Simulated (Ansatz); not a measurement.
Space group Fm-3m (No. 225). a = 8.790 Å, b = 8.790 Å, c = 8.790 Å, α = 90.00°, β = 90.00°, γ = 90.00°
| atom | site | symmetry | x | y | z |
| --- | --- | --- | --- | --- | --- |
| K | 4b | m-3m | 0.5000 | 0.0000 | 0.0000 |
| Rb | 8c | -43m | 0.2500 | 0.2500 | 0.7500 |
| Ga | 4a | m-3m | 0.0000 | 0.0000 | 0.0000 |
| F | 24e | 4m.m | 0.5000 | 0.2844 | 0.0000 |

Equation of state of this KRb₂GaF₆ structure (not necessarily the ground state), with shape and atoms relaxed at each volume where symmetry leaves them free. Theory: Ansatz 0.2.0, DFT r2SCAN, scalar-relativistic, plane waves, PAW.

Plane waves to 500 eV, a k mesh through Γ of 6×6×6 on the computed 10-atom cell and Gaussian smearing (0.02 eV); no spin polarisation.

```
V (Å³/atom) E − E(largest V) (meV/atom) P (GPa) gap on mesh (eV)
     15.961                         2.14     3.19              7.49
     16.470                        -5.12     1.43              7.30
     16.980                        -7.30    -0.01              7.11
     17.489                        -5.35    -1.18              6.94
     17.998                         0.00    -2.15              6.78
```

Fit a third-order Birch–Murnaghan equation to E(V).

V0 = 16.98 Å³/atom, B0 = 43 GPa, B0' = 5.7.

Cost: 5 runs of about 12 core-minutes in all, on AMD EPYC (Zen 3) (shared hosts).